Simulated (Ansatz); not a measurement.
NiSe:
```xyz
4
Lattice="3.6214 0.0000 0.0000 -1.8107 3.1362 0.0000 0.0000 0.0000 5.0343" Properties=species:S:1:pos:R:3 pbc="T T T"
Ni     0.0000     0.0000     0.0000
Ni     0.0000     0.0000     2.5172
Se     0.0000     2.0908     1.2586
Se     1.8107     1.0454     3.7758
```

Relaxed with LDA. Special points in fractions of this cell's reciprocal vectors: Γ (0.000, 0.000, 0.000); M (0.500, 0.000, 0.000); K (0.333, 0.333, 0.000); A (0.000, 0.000, 0.500); L (0.500, 0.000, 0.500); H (0.333, 0.333, 0.500).

Q: List the band energies nearest the Fermi level at these points for the program Ansatz at the LDA level (PAW).

A: In eV from the Fermi level; about four levels below and three above (degenerate sets whole), none deeper than 8.9 eV; points with the same levels are listed once.

```json
[
 {"k": "Γ", "below": "-1.51 -1.51 -1.34 -1.34 -0.04", "above": "0.32 1.60 1.60"},
 {"k": "M", "below": "-1.57 -1.38 -1.34 -1.02", "above": "0.78 2.00 4.16"},
 {"k": "K", "below": "-0.90 -0.90 -0.34 -0.34", "above": "3.15 7.11 8.49 8.49"},
 {"k": "A", "below": "-2.17 -2.17 -2.17 -2.17 -1.61 -1.61", "above": "0.77 0.77 0.77 0.77"},
 {"k": "L", "below": "-1.75 -1.75 -0.38 -0.38", "above": "0.40 0.40 3.85 3.85"},
 {"k": "H", "below": "-1.53 -1.53 -1.31 -1.31", "above": "1.86 1.86 6.01 6.01"}
]
```

Space group P6_3/mmc (NiAs type). The workflow started from a Materials Project entry (that database holds measured and hypothetical structures alike); the Crystallography Open Database files this formula in space group No. 194, but the cells were not matched. Its standing as an ambient phase is unchecked. The LDA relaxation kept the symmetry of its start; of distortions, only those at the zone centre were tested. The run is not spin-polarised. Scalar-relativistic: spin–orbit coupling is off unless named, which matters more the heavier the elements.

Potentials: the later of the program's two PAW sets.
